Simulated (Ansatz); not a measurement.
**Rb2GaF6 in Ansatz, single run**

Run with:

```bash
ansatz run input.yaml --threads 1 --pin off --max-ram 2560MiB --backend cpu --events-out ev --progress --plain --runs-dir out
```

Input:

```yaml
crystal:
  lattice:
    - [3.137153, 5.433704, 0.0]
    - [-3.137153, 5.433704, 0.0]
    - [0.0, 0.0, 4.929319]
  atoms:
    - { symbol: Ga, position: [0.0, 0.0, 0.0] }
    - { symbol: F, position: [0.136, 0.728, 0.2] }
    - { symbol: F, position: [0.136, 0.136, 0.2] }
    - { symbol: F, position: [0.728, 0.136, 0.2] }
    - { symbol: F, position: [0.864, 0.272, 0.8] }
    - { symbol: F, position: [0.272, 0.864, 0.8] }
    - { symbol: F, position: [0.864, 0.864, 0.8] }
    - { symbol: Rb, position: [0.33333, 0.33334, 0.69] }
    - { symbol: Rb, position: [0.66667, 0.66666, 0.31] }
  symmetry: { detect: false }
kpoints:
  mp_grid: { grid: [4, 4, 4], shift: [0, 0, 0] }
magnetization:
  spin_polarized: false
scf:
  occupations: { method: fermi_dirac }
  n_extra_bands: 32
hamiltonian:
  pseudopotentials: { kind: paw }
  xc: r2scan
  dispersion: d4
basis:
  ecutwfc: 500
output:
  forces: true
  stress: true
  eigenvalues: true
```

Origin of the cell: a known structure type with other elements, at an estimated volume, so it need not be a known compound.

The smearing width isn't typed, so it takes its default of 0.1 eV.

Output (shortened):

```
scf.n_extra_bands = 32 over 37 filled bands (N_el = 73.0): the run solves 69 bands
Pseudopotentials: kind: paw
Pseudopotential: Ga, paw, valence charge 13, recommended cutoff 500 eV (meta_gga), Ga.paw.azcp
Pseudopotential: F, paw, valence charge 7, recommended cutoff 500 eV (meta_gga), F.paw.azcp
Pseudopotential: Rb, paw, valence charge 9, recommended cutoff 500 eV (meta_gga), Rb.paw.azcp
Functional definition: r2SCAN
  exchange = r2scan_x(k0 = k0, k1 = k1, a1 = a1)
  correlation = r2scan_c
Crystal: 9 atoms, lattice volume = 168.054 Å³
Basis set: ecut = 500 eV, 4277 PW (Γ), exchange–correlation on 192×192×144 points (64 copies of the dense FFT grid, shifted against one another)
Bands: 69, of which v1, the nominal top of the filled ones, is band 37 counted from 1 (36 counted from 0)
[… 11 lines left out …]
Initial density: superposition of atomic densities (neutral atoms: chi_scale 0, normalization atom), corrected by the library's trained network
Functional: x = r2scan, c = r2scan; τ floored in thin density (d = 2e-4 eV/Å³)
SCF iter   1: F=—  HF=-15210.217837 eV  Δρ=9.94e-3  dr2=8.81e-2  dr2_τ=1.97e-1  defer=598
SCF iter   2: F=—  HF=-15210.354325 eV  Δρ=4.35e-3  dr2=1.09e-2  dr2_τ=1.42e-3  defer=900
SCF iter   3: F=—  HF=-15210.348772 eV  Δρ=2.19e-3  dr2=3.69e-3  dr2_τ=1.28e-4  defer=900
SCF iter   4: F=—  HF=-15210.347714 eV  Δρ=7.25e-4  dr2=6.01e-4  dr2_τ=1.81e-5  defer=900
SCF iter   5: F=—  HF=-15210.347500 eV  Δρ=1.76e-4  dr2=4.97e-5  dr2_τ=1.57e-6  defer=900
SCF iter   6: F=—  HF=-15210.347429 eV  Δρ=4.29e-5  dr2=1.28e-6  dr2_τ=1.23e-7  defer=900
SCF iter   7: F=—  HF=-15210.347429 eV  Δρ=1.63e-5  dr2=2.52e-7  dr2_τ=2.11e-8  defer=900
SCF iter   8: F=-15210.347429 eV  HF=-15210.347429 eV  Δρ=6.54e-6  dr2=7.50e-8  dr2_τ=1.65e-9
SCF 1 converged in 8 iterations: F = -15210.347429 eV  dr2 = 7.50e-8
SCF converged after 8 iterations
Free energy (F): -15210.347429 eV
Harris-Foulkes:  -15210.347429 eV  (|F-HF|=8.39e-8)
Internal energy: -15210.044649 eV  (E = F + TS)
E sigma→0 (E₀):  -15210.196039 eV
Entropy (-TS):   -0.302780 eV (-33.642 meV/atom)
Fermi energy:    -0.057706 eV
--- Per-component energies (eV) ---
  E_band       = -595.443481
  E_kinetic    = 1752.240274
  E_local      = -8899.298598  (includes V_loc(G=0)·N_el)
  E_nonlocal   = 1223.349191
  E_hartree    = 3625.751564
  E_xc         = -785.456854
  E_vxc        = -1058.108654  (∫ρ·V_xc dr)
  E_paw        = -8504.331570  (= ΣΔE_a)
  E_vpaw       = -937.612232  (= ΣTr[D̂ρ^β])
  E_aug_tail   = 0.006302  (compensation charges beyond the density's cutoff)
  E_vtau       = 72.484662  (kinetic-family band-sum trace: ∫τ·v_τ [+ j·A + Jᵃ·Aᵃ] dr)
  E_ewald      = -3620.885440
  E_disp       = -0.284246  (pairwise vdW)
  E_core_change = -1.135274  (= ΣΔE_core)
  E_smearing   = -0.302780  (= −TS)
  Σ components = -15210.347429   (vs F -15210.347429, Δ=0.00e0)
--- Forces (eV/Å), atoms counted from 1 ---
  atom   1  Ga     0.000001     0.000001     0.000000
  atom   2  F      2.036138    -1.175567     1.596207
  atom   3  F     -0.000012     2.351124     1.596209
  atom   4  F     -2.036128    -1.175548     1.596203
  atom   5  F     -2.036138     1.175567    -1.596207
  atom   6  F      2.036128     1.175548    -1.596204
  atom   7  F      0.000012    -2.351124    -1.596209
  atom   8  Rb     0.000028    -0.000016     0.118389
  atom   9  Rb    -0.000029     0.000016    -0.118389
  max |Σ_I F_I| component: 5.41e-7 eV/Å
--- Stress (GPa, compression-positive) ---
        5.577104       0.000038       0.000002
        0.000038       5.577185       0.000015
        0.000002       0.000014       6.307880
  P = ⅓ Tr σ = 5.8207 GPa (58.207 kbar)
```

Caveats: no moments, though an odd count or open d shells may carry them; the k mesh is coarse if the cell is a metal.

Time: 74 s on 1 thread of Intel(R) Xeon(R) Platinum 8259CL CPU @ 2.50GHz (Skylake/Cascade Lake), on a shared host, peak memory 0.96 GiB, from the program's own first density.
